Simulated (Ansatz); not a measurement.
Calculated with Ansatz: KCr2MoF6, single run

The command:

```bash
ansatz run input.yaml --threads 1 --pin off --max-ram 2560MiB --backend cpu --events-out ev --progress --plain --runs-dir out
```

input.yaml:

```yaml
crystal:
  lattice:
    - [0.0, 3.912729, 3.912729]
    - [3.912729, 0.0, 3.912729]
    - [3.912729, 3.912729, 0.0]
  atoms:
    - { symbol: Mo, position: [0.0, 0.0, 0.0] }
    - { symbol: K, position: [0.5, 0.5, 0.5] }
    - { symbol: Cr, position: [0.25, 0.25, 0.25] }
    - { symbol: Cr, position: [0.75, 0.75, 0.75] }
    - { symbol: F, position: [0.773, 0.227, 0.227] }
    - { symbol: F, position: [0.227, 0.773, 0.227] }
    - { symbol: F, position: [0.227, 0.773, 0.773] }
    - { symbol: F, position: [0.773, 0.227, 0.773] }
    - { symbol: F, position: [0.227, 0.227, 0.773] }
    - { symbol: F, position: [0.773, 0.773, 0.227] }
  symmetry: { tolerance: 0.0003 }
kpoints:
  mp_grid: { grid: [4, 4, 4], shift: [0, 0, 0] }
magnetization:
  spin_polarized: true
scf:
  occupations: { method: fermi_dirac }
  mixing: { algorithm: msr1, beta: 0.2, ndim: 16 }
hamiltonian:
  pseudopotentials: { kind: paw }
  xc: pbe
basis:
  ecutwfc: "33.1 Ry"
output:
  forces: true
  stress: true
  eigenvalues: true
```

Origin of the cell: a known structure type with other elements, at an estimated volume, so it need not be a known compound.

The smearing width isn't typed, so it takes its default of 0.1 eV.

Output (shortened):

```
SCF iter   1: F=—  HF=-18123.584731 eV  Δρ=2.78e-1  dr2=5.01e2  dr2_m=0.00e0  M=0.000 μB ∫|m|=0.000 μB  defer=21
SCF iter   2: F=—  HF=-18088.392318 eV  Δρ=5.14e-2  dr2=3.59e1  dr2_m=0.00e0  M=0.000 μB ∫|m|=0.000 μB  defer=62
SCF iter   3: F=—  HF=-18085.058177 eV  Δρ=3.23e-2  dr2=7.00e0  dr2_m=0.00e0  M=0.000 μB ∫|m|=0.000 μB  defer=18
SCF iter   4: F=—  HF=-18083.989038 eV  Δρ=2.29e-2  dr2=6.96e0  dr2_m=0.00e0  M=0.000 μB ∫|m|=0.000 μB  defer=18
SCF iter   5: F=—  HF=-18084.534208 eV  Δρ=7.34e-2  dr2=4.62e1  dr2_m=0.00e0  M=0.000 μB ∫|m|=0.000 μB  defer=15  recentre
SCF iter   6: F=—  HF=-18085.602790 eV  Δρ=5.22e-2  dr2=2.79e1  dr2_m=0.00e0  M=0.000 μB ∫|m|=0.000 μB  defer=19
SCF iter   7: F=—  HF=-18084.927585 eV  Δρ=4.95e-2  dr2=2.35e1  dr2_m=0.00e0  M=0.000 μB ∫|m|=0.000 μB  defer=15
SCF iter   8: F=—  HF=-18083.559873 eV  Δρ=2.59e-2  dr2=6.29e0  dr2_m=0.00e0  M=0.000 μB ∫|m|=0.000 μB  defer=15
SCF iter   9: F=—  HF=-18079.430898 eV  Δρ=1.85e-1  dr2=1.72e0  dr2_m=3.64e1  M=13.000 μB ∫|m|=13.000 μB  defer=13
SCF iter  10: F=—  HF=-18090.499471 eV  Δρ=3.05e-2  dr2=1.67e0  dr2_m=2.59e-1  M=12.965 μB ∫|m|=12.974 μB  defer=32
SCF iter  11: F=—  HF=-18090.255524 eV  Δρ=2.18e-2  dr2=3.62e-1  dr2_m=1.45e-1  M=12.662 μB ∫|m|=12.668 μB  defer=67
SCF iter  12: F=—  HF=-18090.151883 eV  Δρ=5.38e-3  dr2=5.10e-2  dr2_m=9.18e-3  M=12.814 μB ∫|m|=12.821 μB  defer=67
SCF iter  13: F=—  HF=-18090.155280 eV  Δρ=3.82e-3  dr2=2.47e-2  dr2_m=4.06e-3  M=12.851 μB ∫|m|=12.857 μB  defer=65
SCF iter  14: F=—  HF=-18090.154360 eV  Δρ=1.19e-3  dr2=1.52e-3  dr2_m=4.20e-4  M=12.835 μB ∫|m|=12.840 μB  defer=65
SCF iter  15: F=—  HF=-18090.155679 eV  Δρ=4.81e-4  dr2=7.38e-4  dr2_m=2.12e-5  M=12.845 μB ∫|m|=12.850 μB  defer=65
SCF iter  16: F=—  HF=-18090.155635 eV  Δρ=1.77e-4  dr2=2.82e-5  dr2_m=1.35e-5  M=12.843 μB ∫|m|=12.848 μB  defer=65
SCF iter  17: F=—  HF=-18090.155801 eV  Δρ=4.09e-5  dr2=5.18e-6  dr2_m=2.18e-7  M=12.842 μB ∫|m|=12.847 μB  defer=65
SCF iter  18: F=—  HF=-18090.155804 eV  Δρ=1.42e-5  dr2=4.69e-7  dr2_m=6.04e-8  M=12.842 μB ∫|m|=12.848 μB  defer=65
SCF iter  19: F=-18090.155804 eV  HF=-18090.155804 eV  Δρ=3.31e-6  dr2=3.80e-8  dr2_m=2.33e-9  M=12.842 μB ∫|m|=12.847 μB
SCF 1 converged in 19 iterations: F = -18090.155804 eV  dr2 = 3.80e-8
SCF converged after 19 iterations
Magnetization: 12.8420 μB (52.9210 up, 40.0790 down)
Absolute magnetization: 12.8504 μB (∫|ρ↑−ρ↓|, with the PAW one-centre terms)
Spin contamination: 0.0102 ħ² per cell (⟨S²⟩ above its minimum at these occupations)
Per-site moments (μB) at R_I (Å): [(0.978916, 0.732756), (0.017698, 0.881244), (4.428136, 1.143683), (4.428136, 1.143683), (0.068788, 0.732756), (0.068788, 0.732756), (0.068788, 0.732756), (0 […]
Free energy (F): -18090.155804 eV
Harris-Foulkes:  -18090.155804 eV  (|F-HF|=2.26e-8)
Internal energy: -18089.998576 eV  (E = F + TS)
E sigma→0 (E₀):  -18090.077190 eV
Entropy (-TS):   -0.157228 eV (-15.723 meV/atom)
Fermi energy:    12.109820 eV
--- Per-component energies (eV) ---
  E_band       = -790.216573
  E_kinetic    = 2679.097565
  E_local      = -8367.502452  (includes V_loc(G=0)·N_el)
  E_nonlocal   = 792.901324
  E_hartree    = 3284.449282
  E_xc         = -1081.046824
  E_vxc        = -1369.870134  (∫ρ·V_xc dr)
  E_paw        = -7607.808097  (= ΣΔE_a)
  E_vpaw       = -1093.757960  (= ΣTr[D̂ρ^β])
  E_aug_tail   = 0.012607  (compensation charges beyond the density's cutoff)
  E_ewald      = -7790.101981
  E_smearing   = -0.157228  (= −TS)
  Σ components = -18090.155804   (vs F -18090.155804, Δ=0.00e0)
--- Forces (eV/Å), atoms counted from 1 ---
  atom   1  Mo    -0.000000     0.000000    -0.000000
  atom   2  K      0.000000    -0.000000    -0.000000
  atom   3  Cr     0.000000    -0.000000    -0.000000
  atom   4  Cr     0.000000     0.000000     0.000000
  atom   5  F      5.008895     0.000000    -0.000000
  atom   6  F     -0.000000     5.008895     0.000000
  atom   7  F     -5.008895    -0.000000     0.000000
  atom   8  F      0.000000    -5.008895     0.000000
  atom   9  F     -0.000000     0.000000     5.008895
  atom  10  F     -0.000000     0.000000    -5.008895
  max |Σ_I F_I| component: 1.78e-15 eV/Å
--- Stress (GPa, compression-positive) ---
       60.367996       0.000000       0.000000
       -0.000000      60.367996       0.000000
        0.000000      -0.000000      60.367996
  P = ⅓ Tr σ = 60.3680 GPa (603.680 kbar)
```

Caveats: one start, so the magnetic state may not be the lowest; spin is on but no moment was typed; the given cell is far from equilibrium, with atoms too close or a volume far off; the k mesh is coarse if the cell is a metal.

The run took 6.6 s of wall time on 1 CPU thread(s) of a shared host, from the program's own first density.
